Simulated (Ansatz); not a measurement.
Cr (bcc (W type), space group No. 229) under volume change, plane-wave PAW r²SCAN (Ansatz code), scaled uniformly.

| V (Å³/atom) | E − E(relaxed) (meV/atom) | P (GPa) |
|---|---|---|
| 11.821 | [?] | [?] |
| 12.211 | 17.5 | 7.77 |
| 12.601 | 4.1 | 3.46 |
| 12.990 | 0.0 | 0.00 |
| 13.380 | 3.6 | -2.82 |
| 13.770 | [?] | [?] |
| 14.159 | 29.2 | -7.62 |

Task: Some entries are withheld; supply them.

Result: 
- 11.821, E − E(relaxed) (meV/atom): 42.5
- 11.821, P (GPa): 12.85
- 13.770, E − E(relaxed) (meV/atom): 13.4
- 13.770, P (GPa): -5.30

Task: What does a third-order Birch–Murnaghan fit give for V₀, B₀ and B′?

Result: V₀ = 12.99 Å³/atom, B₀ = 108 GPa, B′ = 4.9.

Space group Im-3m (bcc (W type)). Symmetry was held in the r²SCAN relaxation, as lowered by the spin order. Magnetic state: antiferromagnetic, chosen from 4 collinear starts compared on coarse meshes (ties went to the first, and starts can fall back to one state), not a proven ground state. Textbook magnetic order: a spin-density-wave antiferromagnet. Other orbital occupations within this spin state were not tried.

Potentials: the earlier of the program's two PAW sets.
